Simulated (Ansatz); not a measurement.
Consider the following.

WO$_{3}$:
```cif
data_O6W2
_chemical_formula_sum 'W2 O6'
_space_group_name_H-M_alt 'Pmma'
_space_group_IT_number 51
_space_group_name_Hall '-P 2a 2a'
_cell_length_a 7.51526
_cell_length_b 3.77428
_cell_length_c 3.91442
_cell_angle_alpha 90.000
_cell_angle_beta 90.000
_cell_angle_gamma 90.000
loop_
_atom_site_label
_atom_site_type_symbol
_atom_site_symmetry_multiplicity
_atom_site_Wyckoff_symbol
_atom_site_fract_x
_atom_site_fract_y
_atom_site_fract_z
_atom_site_occupancy
W1 W 2 e 0.75000 0.00000 0.06456 1
O1 O 2 f 0.75000 0.50000 0.01264 1
O2 O 2 e 0.25000 0.00000 0.48594 1
O3 O 2 a 0.00000 0.00000 0.00000 1
```

This is the PBEsol-relaxed structure.

Q: All from the program Ansatz at the PBEsol level (PAW), unless another level is named. Predict the gap with spin–orbit coupling.

A: 0.55 eV.

Q: And the electron effective mass with spin–orbit coupling?

A: 0.16, 0.16, 6.6 mₑ (principal values).

Q: Predict the weight of the valence-edge state by species (Voronoi cells).

A: O 99 %.

The workflow started from a Materials Project entry (that database holds measured and hypothetical structures alike); the Crystallography Open Database copy checked does not list it. COD files the formula under space group No. 2, 14, 62, 129, 130, 191, so this cell is another polymorph or a model. Whether it is the stable phase at ambient conditions was not checked. The PBEsol relaxation kept the symmetry of its start. At this level the phase is dynamically unstable (imaginary phonons). The run is not spin-polarised. No Hubbard U is applied. Scalar-relativistic: spin–orbit coupling is off unless named, which matters more the heavier the elements.

Potentials: the later of the program's two PAW sets.
